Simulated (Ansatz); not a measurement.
Is this Mo₃W structure stable?

It was reached by relaxing an invented guess, and it needn't be the stable form of this composition.

The calculation used DFT PBE, scalar-relativistic, plane waves, PAW in Ansatz. Plane waves to 420 eV, a 12×12×12 mesh through Γ for the 4-atom cell and 0.10 eV Gaussian smearing; no spin polarisation.

```
CELL_PARAMETERS angstrom
0.00000 3.16598 3.16598
3.16598 0.00000 3.16598
3.16598 3.16598 0.00000
ATOMIC_POSITIONS crystal
Mo 0.25000 0.25000 0.25000
Mo 0.75000 0.75000 0.75000
Mo 0.50000 0.50000 0.50000
W 0.00000 0.00000 0.00000
```

Energies over the elements count from the elements' standard structures at the same level, with no fitted energy shifts.

Question: These tests were run: energy against the elements; phonons on a 2×2×2 q mesh; elastic tensor. What do they show?

Answer:

```json
{"test": "energy against the elements", "result": "0.00 eV/atom"}
{"test": "phonons on a 2×2×2 q mesh", "result": "no imaginary mode on the mesh"}
{"test": "elastic tensor", "result": "least eigenvalue 111 GPa"}
```

It fails none of these tests outright. Whether a mixture of other phases lies lower isn't tested here. Undecided within the accuracy: energy against the elements.

The k mesh leaves some 4 meV/atom of noise in the energy of each metallic cell. These runs have no spin–orbit coupling, which can matter for W. The run for the phonons used a 12×12×12 k mesh and Fermi–Dirac smearing of 0.15 eV. The run for the elastic tensor used a 12×12×12 k mesh and Fermi–Dirac smearing of 0.15 eV.
